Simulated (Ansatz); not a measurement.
TaS₂ (fluorite, Fm-3m) under volume change, plane-wave PAW PBE (Ansatz code), scaled uniformly.

```tsv
V (Å³/atom)	E − E(relaxed) (meV/atom)	P (GPa)
16.661	70.6	14.93
17.210	29.6	9.13
17.760	7.0	4.20
18.309	0.0	0.00
18.858	6.3	-3.61
19.407	24.2	-6.73
19.957	52.0	-9.41
```

### Question
What does a third-order Birch–Murnaghan fit give for V₀, B₀ and B′?

### Answer
V₀ = 18.31 Å³/atom, B₀ = 130 GPa, B′ = 4.1.

The cell is a constructed one: a structure type filled with these elements; neither database checked (COD, Materials Project) lists it. It is not the phase usual at ambient conditions (space group No. 164). The cell was relaxed with PBE under the symmetry of its start; whether a distortion lowers the energy is not shown. The run is not spin-polarised. Scalar-relativistic: spin–orbit coupling is off unless named, which matters more the heavier the elements.

Potentials: the later of the program's two PAW sets.
